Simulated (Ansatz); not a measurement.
**Harmonic thermodynamics of ScCd at 1.02 times its equilibrium volume**

Method: DFT PBEsol, scalar-relativistic, plane waves, PAW (Ansatz 0.2.0). Cutoff 420 eV, 12×12×12 k-points (Γ-centred), Fermi-Dirac smearing of 0.15 eV. No spin polarisation. Phonons by linear response, acoustic sum rule imposed.

The cell, relaxed in shape and atoms at 1.02 times its equilibrium volume:
```cif
data_structure
_symmetry_space_group_name_H-M 'Pm-3m'
_symmetry_Int_Tables_number 221
_cell_length_a 3.5091
_cell_length_b 3.5091
_cell_length_c 3.5091
_cell_angle_alpha 90.000
_cell_angle_beta 90.000
_cell_angle_gamma 90.000
_cell_volume 43.21
loop_
_atom_site_label
_atom_site_type_symbol
_atom_site_symmetry_multiplicity
_atom_site_Wyckoff_symbol
_atom_site_fract_x
_atom_site_fract_y
_atom_site_fract_z
_atom_site_occupancy
Sc1 Sc 1 b 0.50000 0.50000 0.50000 1
Cd1 Cd 1 a 0.00000 0.00000 0.00000 1
```

In a metal, frequencies and elastic constants depend on the k mesh and the smearing, soft modes and shear constants most. Some empty bands missed the eigensolver's threshold. The q mesh is coarse, so values between its points are rough.

Force constants from linear response on a 2×2×2 q mesh, interpolated to a fine mesh.

Q: How much zero-point energy does an atom carry?

A: 23.3 meV.

Q: How large are the vibrational entropy and heat capacity at 300 K?

A: S = 4.95 k_B and C_V = 2.89 k_B per atom, 96 % of the Dulong–Petit value.

Q: Tabulate them against temperature.

A:
```tsv
T (K)	F_vib (meV/atom)	S (k_B/atom)	C_V (k_B/atom)
100	16.1	2.03	2.25
200	-9.6	3.80	2.77
300	-47.6	4.95	2.89
400	-94.0	5.79	2.94
500	-146.9	6.45	2.96
600	-204.8	6.99	2.97
700	-267.1	7.45	2.98
800	-333.0	7.85	2.98
900	-402.1	8.20	2.99
1000	-474.2	8.51	2.99
```

Whether ScCd exists in this form wasn't checked.